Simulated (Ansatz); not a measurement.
SrTiO3, DFT, PBEsol, all-electron LAPW, scalar-relativistic (Ansatz 0.2.0), run on 2 threads of Intel(R) Xeon(R) Platinum 8488C (Sapphire Rapids) on a shared host.

The cell is COD entry 7212245, as deposited and not checked against the literature; nothing was relaxed. The listed cell was then made from it by scaling, straining or moving an atom.

Command: `ansatz run input.yaml --threads 2 --pin off --max-ram 8192MiB --backend cpu --events-out ev --progress --plain --runs-dir out`

```yaml
crystal:
  lattice:
    - [3.905, -0.058575, -0.058575]
    - [-0.058575, 3.905, -0.058575]
    - [-0.058575, -0.058575, 3.905]
  atoms:
    - { symbol: Sr, position: [0.0, 0.0, 0.0] }
    - { symbol: Ti, position: [0.5, 0.5, 0.5] }
    - { symbol: O, position: [0.0, 0.5, 0.5] }
    - { symbol: O, position: [0.5, 0.0, 0.5] }
    - { symbol: O, position: [0.5, 0.5, 0.0] }
kpoints:
  mp_grid: { grid: [7, 7, 7] }
  band_path:
    path:
      - [0.0, 0.0, 0.0]
      - [0.5, 0.0, 0.0]
      - [0.5, -0.5, 0.5]
      - [0.4710985464, -0.5289014536, 0.4710985464]
      - [0.4710985464, 0.4710985464, 0.4710985464]
      - [0.0, 0.0, 0.0]
      - [0.5, -0.5, 0.0]
    npoints: 5
scf:
  occupations: { method: fermi_dirac, width: 0.05 }
hamiltonian:
  xc: pbesol
  pseudopotentials: { kind: all_electron, lapw: { basis_error: 0.001 } }
output:
  forces: true
  stress: true
  eigenvalues: true
```

Q: How large is the problem that the program sets up?

A: 44 irreducible k-points, 1123 plane waves at Γ, 44 bands.

Q: About how long does it take, and how much memory does it use?

A: 25 s of wall time for 12 SCF iterations, with a peak of 0.68 GiB. Times on shared machines scatter by tens of per cent.
